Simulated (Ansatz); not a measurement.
Starting structure of a cell relaxation (symmetry kept):

```
CELL_PARAMETERS angstrom
0.00000 1.80750 1.80750
1.80750 0.00000 1.80750
1.80750 1.80750 0.00000
ATOMIC_POSITIONS crystal
Cu 0.00000 0.00000 0.00000
```

Level of theory: DFT PBEsol, scalar-relativistic, plane waves, PAW (Ansatz).

Plane waves to 420 eV, a k mesh through Γ of 20×20×20 on the computed 1-atom cell and Gaussian smearing (0.10 eV); no spin polarisation.

Problem. What does it relax to?

Solution. The volume drops by 0.50 Å³/atom to 11.31 Å³/atom, and the energy falls by 10.5 meV/atom. Final structure:
```
Cu
1.0
     0.00000    1.78169    1.78169
     1.78169    0.00000    1.78169
     1.78169    1.78169    0.00000
Cu
1
Direct
  0.00000 0.00000 0.00000
```

Course of the relaxation (steps run on the plane waves of an earlier cell, and the basis is chosen afresh near the end, so energy and pressure can step there; trial steps that raised the energy were taken back; energies are free energies):

| step | E − E_final (meV/atom) | P (GPa) | V (Å³/atom) |
| --- | --- | --- | --- |
| 1 | 10.5 | -6.48 | 11.81 |
| 2 | 2.3 | -3.31 | 11.55 |
| 3 | -0.4 | 0.33 | 11.29 |
| 4 | -0.4 | 0.00 | 11.31 |
| 5 | 0.0 | 0.04 | 11.31 |